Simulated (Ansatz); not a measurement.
TaSeS:
```cif
data_SSeTa
_chemical_formula_sum 'Ta1 Se1 S1'
_space_group_name_H-M_alt 'P3m1'
_space_group_IT_number 156
_space_group_name_Hall 'P 3 -2"'
_cell_length_a 3.43044
_cell_length_b 3.43044
_cell_length_c 6.18919
_cell_angle_alpha 90.000
_cell_angle_beta 90.000
_cell_angle_gamma 120.000
loop_
_atom_site_label
_atom_site_type_symbol
_atom_site_symmetry_multiplicity
_atom_site_Wyckoff_symbol
_atom_site_fract_x
_atom_site_fract_y
_atom_site_fract_z
_atom_site_occupancy
Ta1 Ta 1 a 0.00000 0.00000 0.01055 1
Se1 Se 1 c 0.66667 0.33333 0.74054 1
S1 S 1 b 0.33333 0.66667 0.24891 1
```

Relaxed with r²SCAN+D4.

### Question
Tabulate the valence density and the electron localisation function along the shortest Ta–Ta contact (3.43 Å), the program Ansatz at the r²SCAN+D4 level (PAW).

### Answer


| distance from Ta (Å) | density (e/Å³) | ELF |
|---|---|---|
| 0.34 | 4.49 | 0.45 |
| 0.51 | 4.09 | 0.71 |
| 0.69 | 2.62 | 0.71 |
| 0.86 | 1.20 | 0.48 |
| 1.03 | 0.47 | 0.18 |
| 1.20 | 0.26 | 0.11 |
| 1.37 | 0.20 | 0.17 |
| 1.54 | 0.19 | 0.25 |
| 1.72 | 0.18 | 0.29 |
| 1.89 | 0.19 | 0.25 |
| 2.06 | 0.20 | 0.17 |
| 2.23 | 0.26 | 0.11 |
| 2.40 | 0.47 | 0.18 |
| 2.57 | 1.20 | 0.48 |
| 2.74 | 2.62 | 0.71 |
| 2.92 | 4.09 | 0.71 |
| 3.09 | 4.49 | 0.45 |

The density is the valence pseudo-density with augmentation charge, so density and ELF within about 1 Å of a nucleus are not all-electron values.

The first step of the workflow began from a Materials Project structure, measured or hypothetical; the Crystallography Open Database copy checked does not list it. With Se and S taken as one species the cell has the higher symmetry P-3m1, so it may be an ordered model of a mixed-site phase. Its standing as an ambient phase is unchecked. The r²SCAN+D4 relaxation kept the symmetry of its start; its stability against distortions is not shown here. No spin polarisation was allowed. Spin–orbit coupling is left out wherever it is not named.

Potentials: the later of the program's two PAW sets.
